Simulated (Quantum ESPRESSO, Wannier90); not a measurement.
# Wannierisation of ZrN (rock salt)

Cell from Materials Project (mp-1352), symmetrised, no further relaxation. COD (Crystallography Open Database) has an entry of this formula and space group (matched by these alone). Method: PBEsol plane waves in Quantum ESPRESSO 7.5 (PseudoDojo norm-conserving files, 68 Ry, no spin polarisation, no spin-orbit coupling), Bloch states on a 12×12×12 mesh through Γ, Wannier90 4.0.1. Density: 12×12×12 mesh, cold smearing 0.01 Ry.

Input w.win:

```
num_bands = 17
num_wann = 8
exclude_bands = 1-5
num_iter = 0
conv_tol = 1.0e-6
conv_window = 4
dis_num_iter = 1000
dis_conv_tol = 1.0e-6
dis_froz_max = 19.06
write_hr = true
write_u_matrices = true
begin projections
Zr: d
N: p
end projections
begin unit_cell_cart
ang
    0.0000000000    2.2942650000    2.2942650000
    2.2942650000    0.0000000000    2.2942650000
    2.2942650000    2.2942650000    0.0000000000
end unit_cell_cart
begin atoms_frac
Zr   0.5000000000  0.5000000000  0.5000000000
N    0.0000000000  0.0000000000  0.0000000000
end atoms_frac
mp_grid = 12 12 12
begin kpoints
0.0000000000 0.0000000000 0.0000000000
0.0000000000 0.0000000000 0.0833333333
0.0000000000 0.0000000000 0.1666666667
... (1725 more lines: the 12x12x12 mesh through Gamma)
end kpoints
```

On the energy scale of pw.x, whose zero is arbitrary, the Fermi level lies at 17.56 eV. Lines of w_hr.dat (R1 R2 R3 m n Re Im, eV) for R = 0 and one of the shortest lattice vectors, rounded to 0.01 eV, lines under 0.02 eV left out; orbitals in order: Zr1 dz2, Zr1 dxz, Zr1 dyz, Zr1 dx2-y2, Zr1 dxy, N2 pz, N2 px, N2 py.

```
    0    0    0    1    1    21.38     0.00
    0    0    0    2    2    18.73     0.00
    0    0    0    6    2    -0.03     0.00
    0    0    0    7    2    -0.03     0.00
    0    0    0    8    2    -0.04     0.00
    0    0    0    3    3    18.73     0.00
    0    0    0    6    3    -0.03     0.00
    0    0    0    7    3    -0.04     0.00
    0    0    0    8    3    -0.03     0.00
    0    0    0    4    4    21.37     0.00
    0    0    0    5    5    18.73     0.00
    0    0    0    6    5    -0.04     0.00
    0    0    0    7    5    -0.03     0.00
    0    0    0    8    5    -0.03     0.00
    0    0    0    2    6    -0.03     0.00
    0    0    0    3    6    -0.03     0.00
    0    0    0    5    6    -0.04     0.00
    0    0    0    6    6    14.60     0.00
    0    0    0    2    7    -0.03     0.00
    0    0    0    3    7    -0.04     0.00
    0    0    0    5    7    -0.03     0.00
    0    0    0    7    7    14.60     0.00
    0    0    0    2    8    -0.04     0.00
    0    0    0    3    8    -0.03     0.00
    0    0    0    5    8    -0.03     0.00
    0    0    0    8    8    14.60     0.00
   -1    0    0    1    1    -0.24     0.00
   -1    0    0    3    1    -0.11     0.00
   -1    0    0    4    1    -0.11     0.00
   -1    0    0    7    1     1.16     0.00
   -1    0    0    2    2     0.25     0.00
   -1    0    0    5    2     0.23     0.00
   -1    0    0    6    2     1.10     0.00
   -1    0    0    1    3    -0.11     0.00
   -1    0    0    3    3    -0.86     0.00
   -1    0    0    4    3     0.18     0.00
   -1    0    0    1    4    -0.11     0.00
   -1    0    0    3    4     0.18     0.00
   -1    0    0    4    4    -0.11     0.00
   -1    0    0    7    4    -2.01     0.00
   -1    0    0    2    5     0.23     0.00
   -1    0    0    5    5     0.25     0.00
   -1    0    0    8    5     1.10     0.00
   -1    0    0    6    6     0.11     0.00
   -1    0    0    8    6     0.31     0.00
   -1    0    0    7    7    -0.08     0.00
   -1    0    0    6    8     0.31     0.00
   -1    0    0    8    8     0.11     0.00
```
